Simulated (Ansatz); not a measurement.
A relaxed cell of WS₃ is given with its symmetry left out. The cell was found from a structure generator's guess, not taken from experiment.

These are results of Ansatz 0.2.0, DFT PBE, scalar-relativistic, plane waves, PAW, not measurements. Cutoff 420 eV, Γ-centred mesh, Gaussian smearing, no spin polarisation.

Only a and b repeat, and vacuum parts the sheet from its images along c.

```
CELL_PARAMETERS angstrom
3.43530 0.00000 0.00000
0.00000 3.43530 0.00000
0.00000 0.00000 32.47447
ATOMIC_POSITIONS crystal
W 0.00000 0.00000 0.27714
S 0.00000 0.00000 0.34763
S 0.00000 0.00000 0.20666
S 0.50000 0.50000 0.27714
```

Energies over the elements count from the elements' standard structures at the same level, with no fitted energy shifts.

Question: What layer group does it have?

Answer: p4/mmm (No. 61). In-plane cell: a = 3.435 Å, b = 3.435 Å, γ = 90.0°, thickness 4.58 Å between the outermost nuclei. W at height 2.29 Å has 6 S at 2.29–2.43 Å; S at height 4.58 Å has 1 W at 2.29 Å; S at height 2.29 Å has 4 W at 2.43 Å.

Question: How far does it lie from the elements in energy?

Answer: +0.28 eV/atom. It can't be a ground state, since the elements alone are lower.

Question: Is it a metal?

Answer: Yes, bands cross the Fermi level on the 14×14×1 mesh.

The last run used a 14×14×1 mesh for its 4-atom cell and Gaussian smearing of 0.10 eV. Spin–orbit coupling, which can matter for W, is left out. The reference form of S is held partly by dispersion forces, which this level lacks. Symmetry constrained the relaxation, so the result can be a saddle point.
